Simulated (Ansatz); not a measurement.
Starting cell, Cs (bcc, W type):

```
Cs
1.0
   -6.15681     6.15681     6.15681
    3.07841    -3.07841     3.07841
    3.07841     3.07841    -3.07841
Cs
2
Direct
  0.00000   0.00000   0.00000
  0.50000   0.00000   0.00000
```

The atoms are displaced by Q × the pattern below (from a DFPT mode at N = (0.5, 0.0, 0.0), largest move 1; Q in Å), at fixed cell. (q is in reciprocal vectors of the primitive cell; the cell shown is doubled to hold the pattern.)

```csv
atom,x,y,z
Cs1,0.000,-0.707,-0.707
Cs2,0.000,0.707,0.707
```

All values below come from PBE (plane waves to 420 eV, PAW, scalar-relativistic; Ansatz, a first-principles code). k mesh 11×11×11 (Γ-centred), Fermi-Dirac smearing 0.05 eV. The energy includes the smearing's −TS. With partly filled bands, energies and forces of such displacements shift with the k mesh and the smearing. Cs was relaxed with its symmetry unable to fall. The PAW data are Ansatz's earlier set. The zero of ΔE is the undisplaced structure. The last digit holds for this mesh only.

| Q (Å) | ΔE (meV/cell) |
|---|---|
| -0.1000 | 6.14 |
| -0.0833 | 4.26 |
| -0.0667 | 2.73 |
| -0.0500 | withheld |
| -0.0333 | 0.68 |
| -0.0167 | 0.17 |
| 0.0000 | 0.00 |
| 0.0167 | 0.17 |
| 0.0333 | 0.68 |
| 0.0500 | withheld |
| 0.0667 | 2.73 |
| 0.0833 | 4.26 |
| 0.1000 | 6.14 |

**Question.** Fit an even polynomial form (powers 2, 4) to the given rows and predict ΔE at Q = -0.0500.

**Answer.** Least squares on the 11 given rows: ΔE = (613.4)·Q² + (58.48)·Q⁴, in meV/cell with Q in Å; root-mean-square residual 0.001 meV/cell. At -0.0500 the fit gives 1.53 meV/cell; the calculation gives 1.53 meV/cell, the same to the digits shown. The quadratic term alone would give 1.53 meV/cell.

(For displaced atoms, the force is minus the slope of the energy, and its curvature is a force constant, which sets phonon frequencies.)
